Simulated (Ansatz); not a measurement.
## Relaxing P

Method: DFT r2SCAN, scalar-relativistic, plane waves, PAW in Ansatz. Run with 500 eV cutoff, 8×1×6 k-mesh, Gaussian smearing of 0.02 eV, no spin polarisation.

What was changed: biaxial strain in the a-b plane, c and atoms relaxed: -4.5 %.

Command:

```bash
ansatz run input.yaml --threads 1 --pin off --max-ram 2560MiB --backend cpu --events-out ev --progress --plain --runs-dir out
```

Input:

```yaml
crystal:
  lattice:
    - [3.1424132122, 0.0, 0.0]
    - [0.0, 33.2899635222, 0.0]
    - [0.0, 0.0, 4.7613034882]
  atoms:
    - { symbol: P, position: [0.0, 0.9692461411, 0.5921574147] }
    - { symbol: P, position: [0.0, 0.0307538589, 0.4078425853] }
    - { symbol: P, position: [0.5, 0.0307538589, 0.0921574147] }
    - { symbol: P, position: [0.5, 0.9692461411, 0.9078425853] }
basis:
  ecutwfc: 500
kpoints:
  mp_grid: { grid: [8, 1, 6] }
hamiltonian:
  xc: r2scan
scf:
  occupations: { method: gaussian, width: 0.02 }
output:
  forces: true
  stress: true
  eigenvalues: true
relax:
  adjacent_minimum: "off"
  f_tol: 0.008
  max_steps: 40
  cell: { stress_tol: 0.015, fix: [a, b, gamma] }
```

F is the free energy. Steps run on the plane waves of an earlier cell, but the last one, and at times one on the way, on a freshly chosen basis, so a repeated geometry can differ a little in energy. The held parts of the cell keep their stress, so P needn't end at zero.

Steps:

```csv
step,F − F(1) (eV),largest force component (eV/Å),V (Å³/atom),P (GPa)
1,0.0000,0.248,124.521,0.63
2,-0.0068,0.107,124.238,0.58
3,-0.0086,0.008,124.061,0.56
4,-0.0085,0.008,124.061,0.56
```

Relaxed structure:

```cif
data_structure
_symmetry_space_group_name_H-M 'P 1'
_symmetry_Int_Tables_number 1
_cell_length_a 3.1424
_cell_length_b 33.2900
_cell_length_c 4.7437
_cell_angle_alpha 90.000
_cell_angle_beta 90.000
_cell_angle_gamma 90.000
_cell_volume 496.24
loop_
_atom_site_label
_atom_site_type_symbol
_atom_site_fract_x
_atom_site_fract_y
_atom_site_fract_z
_atom_site_occupancy
P1 P 0.00000 0.96878 0.59239 1
P2 P 0.00000 0.03122 0.40761 1
P3 P 0.50000 0.03122 0.09239 1
P4 P 0.50000 0.96878 0.90761 1
```

Symmetry: Pmna, No. 53, orthorhombic system. Conventional cell: a = 3.142 Å, b = 33.290 Å, c = 4.744 Å, α = 90.00°, β = 90.00°, γ = 90.00°. P (site symmetry m) is surrounded by 3 P at 2.17 to 2.26 Å.

The run converged. The run took 95 s on 1 thread of Arm Neoverse V2, with other jobs on the host, peak memory 1.5 GiB.